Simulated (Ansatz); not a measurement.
The relaxed structure here is a generated cell of Ir: the first start was made by a random draw of sites in a space group, and the end was not matched to a known phase here, so it may be hypothetical. Known forms of Ir include space group No. 225.

The end point of a relaxation of Ir. All values below come from PBEsol (plane waves to 420 eV, PAW, scalar-relativistic; Ansatz, a quantum-chemistry and plane-wave program).

```
CELL_PARAMETERS angstrom
      2.62915     0.00000     0.00000
     -1.31457     2.27691     0.00000
      0.00000     0.00000     2.56600
ATOMIC_POSITIONS crystal
  Ir 0.00000 0.00000 0.50000
```

Problem. Find the space group and the Wyckoff positions (tolerance 0.01 Å).

Solution. Space group P6/mmm (No. 191); a = b = 2.6291 Å, c = 2.5660 Å, α = β = 90.00°, γ = 120.00°

```csv
atom,site,symmetry,x,y,z
Ir,1b,6/mmm,0.0000,0.0000,0.5000
```

This is the AFLOW prototype A_hP1_191_a (A_f, as in Sn).

Problem. Give the shortest distances between elements (the closest pairs, up to four, under 3.6 Å).

Solution. Ir–Ir 2.57 Å.

| Quantity | Result |
|---|---|
| Volume per atom | 15.36 Å³ |
| Density | 20.78 g/cm³ |
| Band gap | zero (metallic) |

No spin polarisation in the result.

The run could not lower the symmetry of its start; a shaken copy of this end point relaxes with PBEsol to P6₃/mmc (No. 194), 0.56 eV/atom lower.
